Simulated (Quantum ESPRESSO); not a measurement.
# Moving one atom in Ge6NSi

Calculated results; nothing here was measured. They come from pw.x of Quantum ESPRESSO 7.5, a plane-wave density functional program, with PseudoDojo standard norm-conserving files (v0.5 for PBE, v0.4.1 for LDA and PBEsol). The cells are made up: elements, strain and atom displacements were drawn at random, and nothing was relaxed. There is no spin polarisation, spin-orbit coupling or dispersion term.

The cell has 8 sites of a zincblende or diamond lattice. Sites 1 to 4 hold Ge Ge Ge Ge; sites 5 to 8 hold Ge N Si Ge. Cell vectors in Å: (5.622, 0.000, 0.000); (0.000, 5.622, 0.000); (0.000, 0.000, 5.622). Settings: PBE, cutoff 1143 eV, 6 x 6 x 6 k mesh shifted by half a step, Fermi-Dirac smearing of 0.1 eV.

Each run shifts the Ge atom on site 8 along z and leaves all else fixed. Site 2 is one of its nearest neighbours. E is the free energy of the cell above the lowest run shown.

| run | shift (Å) | Fz on site 8 (eV/Å) | Fz on site 2 (eV/Å) | P (GPa) | E (meV) |
| --- | --- | --- | --- | --- | --- |
| 1 | -0.1130 | 1.734 | 0.753 | -2.74 | 117.9 |
| 2 | -0.0841 | 1.386 | 0.834 | -2.81 | 72.8 |
| 3 | -0.0656 | 1.161 | 0.888 | -2.85 | 49.3 |
| 5 | -0.0013 | 0.367 | 1.086 | -2.93 | 0.0 |
| 6 | 0.0903 | -0.773 | 1.391 | -2.90 | 18.5 |
| 7 | 0.1106 | -1.025 | 1.462 | -2.87 | 36.8 |
| 4 | -0.0412 | ? | ? | ? | ? |

A rerun of one of these cells at 1437 eV and k mesh 8 x 8 x 8 moved values by no more than 0.006 eV in the cell's energy, 0.04 GPa in stress and 0.007 eV/Å in force.

## Worked fit

A parabola through the six runs shown gives Fz on site 8 = 0.353 - 12.36 u - 1.0 u² eV/Å, with u in Å and a scatter of 0.003 eV/Å. Minus the slope, 12.36 ± 0.08 eV/Å², is this atom's force constant along z at u = 0, with its periodic images moving too. The fitted force vanishes at u = 0.028 Å, where the energy should be lowest along this line. The error is the larger of the fit's own and the change that a cubic makes, rounded up.

## Withheld run

Question: what Fz on site 8 should run 4 give?

The fit gives 0.861 eV/Å. The calculation gave 0.861 eV/Å.

| run | shift (Å) | Fz on site 8 (eV/Å) | Fz on site 2 (eV/Å) | P (GPa) | E (meV) |
| --- | --- | --- | --- | --- | --- |
| 4 | -0.0412 | 0.861 | 0.961 | -2.89 | 24.6 |